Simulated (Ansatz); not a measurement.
**Trial structures of LaNb2F3: starts and ends**

Computed with DFT PBE, scalar-relativistic, plane waves, PAW in Ansatz 0.2.0. All cells share a 420 eV cutoff and Γ-centred k meshes spaced at most about 0.3 Å⁻¹ (about 0.25 or finer for metals, 2π included). No spin polarisation in the final relaxations.

Each guess was relaxed in cell and atoms at zero pressure, within the symmetry of its start. All energies are static (0 K, no zero-point motion). Coordination counts F atoms around La and Nb (those within 1.25 times the shortest such distance or 1.15 times the sum of covalent radii; a plus sign parts nearer from farther groups; the shortest distance is added where it is long for a bond).

```tsv
guess	made from	start group	V start (Å³/atom)	end group	V end (Å³/atom)	coordination at the end	gap on mesh (eV)	E over the lowest end (meV/atom)
1	LuB2Ru3 type	P6/mmm	15.9	P6/mmm	15.6	La 12 from 3.3 Å, Nb 6	0	454
2	random cell	P-62m	20.2	P-62m	21.4	La 6+6+12 from 4.6 Å, Nb 3	0.02	821
3	MgSc3Ru2 type	P4/mmm	18.8	P4/mmm	20.1	La 8, Nb 4	0	311
4	random cell	P6/mmm	15.7	?	?	?	?	?
5	Hf2Al3Ag type	R-3m	15.9	R-3m	17.4	La 6, Nb 3	0	27
6	Y3GeS2 type	P-3m1	16.3	P-3m1	19.9	La 6, Nb 3	0	0
```

Guess 4 as it starts:

```cif
data_structure
_symmetry_space_group_name_H-M 'P6/mmm'
_symmetry_Int_Tables_number 191
_cell_length_a 5.1843
_cell_length_b 5.1843
_cell_length_c 4.0354
_cell_angle_alpha 90.000
_cell_angle_beta 90.000
_cell_angle_gamma 120.000
_cell_volume 93.93
loop_
_atom_site_label
_atom_site_type_symbol
_atom_site_symmetry_multiplicity
_atom_site_Wyckoff_symbol
_atom_site_fract_x
_atom_site_fract_y
_atom_site_fract_z
_atom_site_occupancy
La1 La 1 b 0.00000 0.00000 0.50000 1
Nb1 Nb 2 d 0.33333 0.66667 0.50000 1
F1 F 2 c 0.33333 0.66667 0.00000 1
F2 F 1 a 0.00000 0.00000 0.00000 1
```

**Question.** Fill in the missing row: what does this guess relax into, and where does it rank?

**Answer.** It ends in space group P6/mmm (No. 191), with a = 5.338 Å, c = 4.355 Å, 17.9 Å³/atom and no gap. It lies 15 meV/atom over the lowest end, above guess 6 and below guess 5. Counting F atoms around La and Nb, this end has La 2, Nb 2 and the lowest (guess 6) has La 6, Nb 3.

```cif
data_structure
_symmetry_space_group_name_H-M 'P 1'
_symmetry_Int_Tables_number 1
_cell_length_a 5.3377
_cell_length_b 5.3377
_cell_length_c 4.3549
_cell_angle_alpha 90.000
_cell_angle_beta 90.000
_cell_angle_gamma 120.000
_cell_volume 107.45
loop_
_atom_site_label
_atom_site_type_symbol
_atom_site_fract_x
_atom_site_fract_y
_atom_site_fract_z
_atom_site_occupancy
La1 La 0.00000 0.00000 0.50000 1
Nb1 Nb 0.33333 0.66667 0.50000 1
Nb2 Nb 0.66667 0.33333 0.50000 1
F1 F 0.33333 0.66667 0.00000 1
F2 F 0.66667 0.33333 0.00000 1
F3 F 0.00000 0.00000 0.00000 1
```

Energies over the elements count from the elements' standard structures at the same level (F₂ as a molecule), with no fitted energy shifts.

**Question.** Is the lowest end bound against the elements?

**Answer.** Yes: its formation energy is −1.41 eV/atom. It lies below the elements, which doesn't yet make it stable against other compounds or structures.

For metals, differences of a few meV/atom aren't resolved. A magnetic state wasn't ruled out in cells without spin, among them P-3m1, P6/mmm at 17.9 Å³/atom, R-3m, P4/mmm, P6/mmm at 15.6 Å³/atom and others. Cells relaxed within their symmetry can be saddle points. A lower structure may well exist outside this small set. Some structure types and database cells were kept out of the candidates from the start, so a known form may be missing.
